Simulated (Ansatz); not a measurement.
# Ge₂Bi₂S: rattling a relaxed structure

The structure comes from a proposed guess, relaxed at this level; another structure or a mixture of phases may lie lower.

Computed with DFT PBE, scalar-relativistic, plane waves, PAW (Ansatz). Cutoff 420 eV; k points 6×6×6 on the computed 10-atom cell (Γ-centred); Gaussian smearing, width 0.10 eV; no spin polarisation.

The cell below (10 atoms, space group Cmc2_1 (No. 36)) is relaxed within its symmetry.

```xyz
10
Lattice="6.0508 -3.6870 0.0000 6.0508 3.6870 0.0000 0.0000 0.0000 7.0920" Properties=species:S:1:pos:R:3 pbc="T T T"
Ge    1.8381    1.0859    5.5470
Ge   10.2635    1.0859    5.5470
Ge   10.2635   -1.0859    2.0010
Ge    1.8381   -1.0859    2.0010
Bi    7.7152    2.0864    4.7669
Bi    4.3864    2.0864    4.7669
Bi    4.3864   -2.0864    1.2209
Bi    7.7152   -2.0864    1.2209
S     6.0508   -1.5425    4.6417
S     6.0508    1.5425    1.0957
```

For the test it was strained at random (σ = 1.5 % a component), the atoms were moved at random (σ = 0.10 Å), and all was relaxed again on a coarse 4×4×4 mesh (in the run’s order of axes) with 0.20 eV smearing, with no symmetry imposed.

These runs have no spin–orbit coupling, which can matter for Bi.

Task: Is the structure stable against such a distortion?

Result: It returns, within 1 meV/atom of the unmoved cell on that mesh and with the same symmetry when read at 0.1 Å (P1 at 0.01 Å, so small strains and shifts remain). So it is stable against the distortions that fit this cell and that this random move excites. Modes that don't fit the cell aren't tested.
